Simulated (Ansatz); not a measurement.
Al2Au:
```xyz
3
Lattice="0.0000 3.0015 3.0015 3.0015 0.0000 3.0015 3.0015 3.0015 0.0000" Properties=species:S:1:pos:R:3 pbc="T T T"
Au     0.0000     0.0000     0.0000
Al     1.5007     1.5007     1.5007
Al     4.5022     4.5022     4.5022
```

Relaxed with PBEsol. Special points in fractions of this cell's reciprocal vectors: Γ (0.000, 0.000, 0.000); X (0.500, 0.000, 0.500); U (0.625, 0.250, 0.625); K (0.375, 0.375, 0.750); L (0.500, 0.500, 0.500); W (0.500, 0.250, 0.750).

**Question.** List the band energies nearest the Fermi level at these points for PBEsol with spin–orbit coupling (plane waves, PAW; program Ansatz).

**Answer.** In eV from the Fermi level; about four levels below and three above (degenerate sets whole), none deeper than 8.9 eV; points with the same levels are listed once.

| k | below | above |
|---|---|---|
| Γ | -5.38 -5.38 -5.38 -5.38 | 1.86 1.86 2.22 2.22 |
| X | -2.38 -2.38 -1.96 -1.96 | 1.30 1.30 2.03 2.03 |
| U | -3.37 -3.37 -1.41 -1.41 | 1.83 1.83 4.32 4.32 |
| L | -5.00 -5.00 -0.02 -0.02 | 0.58 0.58 3.22 3.22 |
| W | -3.90 -3.90 -2.20 -2.20 | 4.06 4.06 4.16 4.16 |

Space group Fm-3m (fluorite or antifluorite type). Symmetry was held in the PBEsol relaxation; of distortions, only those at the zone centre were tested.

Potentials: the later of the program's two PAW sets.
